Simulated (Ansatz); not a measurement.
Sc:
```xyz
3
Lattice="3.2594 0.0000 0.0000 -1.6297 2.8227 0.0000 0.0000 0.0000 8.1430" Properties=species:S:1:pos:R:3 pbc="T T T"
Sc     1.6297     0.0000     0.0000
Sc     0.8148     1.4113     2.7143
Sc    -0.8148     1.4113     5.4286
```

Relaxed with r²SCAN. Special points in fractions of this cell's reciprocal vectors: Γ (0.000, 0.000, 0.000); M (0.500, 0.000, 0.000); K (0.333, 0.333, 0.000); A (0.000, 0.000, 0.500); L (0.500, 0.000, 0.500); H (0.333, 0.333, 0.500).

Question: List the band energies nearest the Fermi level at these points for r²SCAN in the plane-wave PAW code Ansatz.

Answer: In eV from the Fermi level; about four levels below and three above (degenerate sets whole), none deeper than 8.9 eV; points with the same levels are listed once.

```csv
k,below,above
Γ,-5.62 -3.21 -3.21,0.18 0.18 1.14
M,-1.71 -1.22 -0.98 -0.20,0.20 0.22 0.62
K,-0.71 -0.71 -0.44 -0.43 -0.43,0.46 0.46 0.61
A,-4.93 -4.93 -1.92 -0.20,0.78 0.78 1.64
L,-1.87 -1.61 -1.18 -1.06,0.17 0.20 0.29
H,-0.65 -0.59 -0.59 -0.31,0.07 0.89 0.89
```

Space group P6_222. The first step of the workflow began from a Materials Project structure, measured or hypothetical; the Crystallography Open Database copy checked does not list it. It is not the phase usual at ambient conditions (space group No. 194). The r²SCAN relaxation kept the symmetry of its start. At this level the phase is dynamically unstable (imaginary phonons). The run is not spin-polarised.

Potentials: the later of the program's two PAW sets.
